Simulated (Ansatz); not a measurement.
## Phonons of YRh in the CsCl-type structure

Level of theory: DFT, PBEsol, scalar-relativistic, no spin polarisation; plane waves to 420 eV with PAW datasets (Ansatz 0.2.0), Gaussian smearing of 0.15 eV. The datasets are Ansatz's generated set soft_2.

```
CELL_PARAMETERS angstrom
3.38229 0.00000 0.00000
0.00000 3.38229 0.00000
0.00000 0.00000 3.38229
ATOMIC_POSITIONS crystal
Y 0.00000 0.00000 0.00000
Rh 0.50000 0.50000 0.50000
```

The start was a prototype's sites filled with these elements; the Crystallography Open Database holds the compound in this structure.

Force constants come from finite displacements in a 2×2×2 supercell (the unit cell's 10×10×10 k-mesh, folded to it); the long-range dipole term is not included. Points in reciprocal vectors of this cell: Γ = (0.000, 0.000, 0.000), X = (0.000, 0.500, 0.000), M = (0.500, 0.500, 0.000), R = (0.500, 0.500, 0.500).

**Question.** Is the structure dynamically stable along this path, and where does the spectrum end?

**Answer.** Yes: no branch is imaginary beyond numerical noise. The highest frequency is 207 cm⁻¹, at X. Points that don't fit the supercell are interpolated.

Frequencies at the named points (cm⁻¹, imaginary ones negative):
| point | ω (cm⁻¹) |
| --- | --- |
| Γ | 0 0 0 147 147 147 |
| X | 91 91 111 111 126 207 |
| M | 91 94 94 116 192 192 |
| R | 114 114 114 188 188 188 |

**Question.** What does the harmonic approximation give for the vibrational free energy, entropy and heat capacity?

**Answer.** Zero-point energy 23.7 meV/atom.
| T (K) | F_vib (meV/atom) | S (J/K per mole of atoms) | C_V (J/K per mole of atoms) |
| --- | --- | --- | --- |
| 100 | 18.2 | 14.5 | 18.8 |
| 200 | -5.1 | 29.3 | 23.1 |
| 300 | -40.8 | 38.9 | 24.1 |
| 400 | -84.9 | 45.9 | 24.5 |
| 500 | -135.4 | 51.4 | 24.6 |
| 600 | -191.0 | 55.9 | 24.7 |
| 700 | -250.9 | 59.7 | 24.8 |
| 800 | -314.6 | 63.0 | 24.8 |
| 900 | -381.4 | 65.9 | 24.8 |
| 1000 | -451.1 | 68.5 | 24.9 |

The highest mode, 207 cm⁻¹, is worth 300 K. At 300 K the heat capacity has reached 97 % of the classical limit 3R = 24.9 J/K per mole of atoms, since all modes lie under k_BT.

The crystal is a metal or nearly so; low and unstable modes depend on mesh and smearing.

Cost: 43 s on 4 threads of Arm Neoverse V1 (shared host), peak memory 1.5 GiB.
